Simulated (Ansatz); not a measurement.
GaAs:
```
GaAs
1.0
    6.92161     0.00000     0.00000
    0.00000     6.92161     0.00000
    0.00000     0.00000     4.00958
Ga As
4 4
Direct
  0.32439   0.67561   0.00000
  0.67561   0.32439   0.00000
  0.82439   0.82439   0.50000
  0.17561   0.17561   0.50000
  0.31720   0.31720   0.00000
  0.68280   0.68280   0.00000
  0.18280   0.81720   0.50000
  0.81720   0.18280   0.50000
```

This is the r²SCAN-relaxed structure. Tensor components refer to the Cartesian frame of this cell.

Task: All from the program Ansatz at the r²SCAN level (PAW), unless another level is named. Predict the Hill bulk and shear moduli.

Result: 65.8 and 32.3 GPa.

Task: Predict the elastic constants (relaxed ions, GPa).

Result: C11 = 93.5, C12 = 57.0, C13 = 37.7, C33 = 143, C44 = 36.3, C66 = 31.2.

Space group P4_2/mnm. The start of the workflow was typed in or built on a structure type; neither database checked (COD, Materials Project) lists it. It is not the phase usual at ambient conditions (space group No. 216). Symmetry was held in the r²SCAN relaxation; whether a distortion lowers the energy is not shown. The volume moved by 17 % from the start of the relaxation.

Potentials: the later of the program's two PAW sets.
